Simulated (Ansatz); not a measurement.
**Question.** Name crystals whose computed values (r²SCAN in the plane-wave PAW code Ansatz) fall in these windows: gap (eV) 3.6 to 5.0; B₀ by P(V) fit (GPa) 180 to 260; HSE06 gap (eV) 4.9 to 6.5.

**Answer.** 

```csv
crystal,gap (eV),B₀ by P(V) fit (GPa),HSE06 gap (eV)
"HfO2, rutile",4.53,222,5.63
"AlN, P6_3mc (Pearson symbol hP12)",4.44,210,5.07
"AlN, wurtzite",4.88,210,5.60
"AlN, P6_3mc (Al on 2a, Al on 2b, N on 2a, N on 2b)",4.67,210,5.31
"AlN, P4_2/mnm (Al on 4g, N on 4f)",4.48,196,5.20
```
Others may fit too.

Typed or built starts, not in the databases checked: AlN, P4_2/mnm (Al on 4g, N on 4f). Not the usual ambient phase: HfO2, rutile; AlN, P6_3mc (Pearson symbol hP12); AlN, P6_3mc (Al on 2a, Al on 2b, N on 2a, N on 2b); AlN, P4_2/mnm (Al on 4g, N on 4f). All cells were relaxed under the symmetry of their starts (and spin orders); stability against distortions was not tested throughout. Rows with no word on spin ran without spin polarisation. Spin–orbit coupling is left out wherever it is not named.

Potentials: the later of the program's two PAW sets.
